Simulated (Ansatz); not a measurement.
According to PBE (plane waves, PAW; program Ansatz), AlGaAs$_{2}$ in the tetragonal phase (P-4m2; Ga on 1a, As on 2g, Al on 1c) relaxes to a = 4.060 Å, c = 5.729 Å. Ga has 4 nearest neighbours from 2.49 Å (tetrahedral); As has 4 nearest neighbours from 2.48 Å (tetrahedral); Al has 4 nearest neighbours from 2.48 Å (tetrahedral). Its formation energy from the elements is -0.41 eV/atom, with no fitted shifts.

It is gapped at this level: 0.86 eV (direct). The valence maximum lies at Γ and the conduction minimum at Γ. Gap from PBE with spin–orbit coupling: 0.76 eV. The electron mass is 0.058, 0.058, 0.073 mₑ (principal values).

An equation-of-state fit gives a bulk modulus of 64.0 GPa.

The start of the workflow was typed in or built on a structure type; neither database checked (COD, Materials Project) lists it. Its standing as an ambient phase is unchecked. Symmetry was held in the PBE relaxation; whether a distortion lowers the energy is not shown. The references are the lowest solids computed at this level, not always the standard phases. Spin–orbit coupling is left out wherever it is not named.

Potentials: the later of the program's two PAW sets.
